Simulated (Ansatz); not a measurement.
CoGe (rock salt, space group No. 225) at seven volumes, PBEsol in the plane-wave PAW code Ansatz, scaled uniformly. One row is withheld.

```json
[
 {"V (Å³/atom)": "12.143", "P (GPa)": "?"},
 {"V (Å³/atom)": "12.544", "P (GPa)": "11.35"},
 {"V (Å³/atom)": "12.944", "P (GPa)": "5.20"},
 {"V (Å³/atom)": "13.344", "P (GPa)": "0.00"},
 {"V (Å³/atom)": "13.745", "P (GPa)": "-4.40"},
 {"V (Å³/atom)": "14.145", "P (GPa)": "-8.11"},
 {"V (Å³/atom)": "14.545", "P (GPa)": "-11.25"}
]
```

Problem. Fit the shown pressures and predict the withheld one.

Solution. P = (3/2)B₀(x^(7/2) − x^(5/2))[1 + (3/4)(B′ − 4)(x − 1)] with x = (V₀/V)^(2/3). Least squares on the six rows gives V₀ = 13.344 Å³/atom, B₀ = 159 GPa, B′ = 4.61. At V = 12.143, x = 1.0649 and P = 18.65 GPa. The run itself gave 18.64 GPa.

Space group Fm-3m (rock salt). The cell is a constructed one: a structure type filled with these elements; neither database checked (COD, Materials Project) lists it. Its standing as an ambient phase is unchecked. The PBEsol relaxation kept the symmetry of its start. At this level the phase is mechanically unstable. The workflow began spin-polarised and lost its moments.

Potentials: the later of the program's two PAW sets.
